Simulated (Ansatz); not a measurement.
## ZrSiRu, first-principles data

ZrSiRu:
```cif
data_Ru3Si3Zr3
_chemical_formula_sum 'Zr3 Si3 Ru3'
_space_group_name_H-M_alt 'P-62m'
_space_group_IT_number 189
_space_group_name_Hall 'P -6 -2'
_cell_length_a 6.68180
_cell_length_b 6.68180
_cell_length_c 3.69556
_cell_angle_alpha 90.000
_cell_angle_beta 90.000
_cell_angle_gamma 120.000
loop_
_atom_site_label
_atom_site_type_symbol
_atom_site_symmetry_multiplicity
_atom_site_Wyckoff_symbol
_atom_site_fract_x
_atom_site_fract_y
_atom_site_fract_z
_atom_site_occupancy
Zr1 Zr 3 g 0.41527 0.41527 0.50000 1
Si1 Si 1 b 0.00000 0.00000 0.50000 1
Si2 Si 2 c 0.33333 0.66667 0.00000 1
Ru1 Ru 3 f 0.00000 0.24389 0.00000 1
```

Space group P-62m (No. 189); conventional cell a = 6.6818 Å, b = 6.6818 Å, c = 3.6956 Å, α = 90.00°, β = 90.00°, γ = 120.00°.

Method: the program Ansatz at the r²SCAN level (PAW). Geometry: relaxed at this level of theory. Other levels are named where they apply.

**Cell and energy**

```json
{
 "volume_per_atom": "15.88 Å³",
 "density": "7.68 g/cm³",
 "Formation energy from the elements (no fitted shifts)": "-1.00 eV/atom"
}
```

**Electronic structure**

```json
{
 "electronic_character": "metallic (no gap)",
 "Density of states at the Fermi level": "0.43 states/eV per atom (mean over ±0.08 eV)"
}
```

The workflow started from a Materials Project entry (that database holds measured and hypothetical structures alike); the Crystallography Open Database files this formula in space group No. 189, but the cells were not matched. Its standing as an ambient phase is unchecked. The cell was relaxed with r²SCAN under the symmetry of its start; its stability against distortions is not shown here. No spin polarisation was allowed. The references are the lowest solids computed at this level, not always the standard phases. Spin–orbit coupling is left out wherever it is not named.

Potentials: the earlier of the program's two PAW sets.
